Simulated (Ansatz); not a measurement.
PbSe (rock salt, space group No. 225) at seven volumes, plane-wave PAW PBEsol (Ansatz code), scaled uniformly. One row is withheld.

```csv
V (Å³/atom),P (GPa)
25.850,6.04
26.702,3.63
27.554,?
28.407,0.00
29.259,-1.49
30.111,-2.75
30.963,-3.82
```

Fit the shown pressures and predict the withheld one.

P = (3/2)B₀(x^(7/2) − x^(5/2))[1 + (3/4)(B′ − 4)(x − 1)] with x = (V₀/V)^(2/3). Least squares on the six rows gives V₀ = 28.390 Å³/atom, B₀ = 52.7 GPa, B′ = 4.20. At V = 27.554, x = 1.0201 and P = 1.68 GPa. The run itself gave 1.75 GPa.

Space group Fm-3m (rock salt). The PBEsol relaxation kept the symmetry of its start. Scalar-relativistic: spin–orbit coupling is off unless named, which matters more the heavier the elements.

Potentials: the later of the program's two PAW sets.
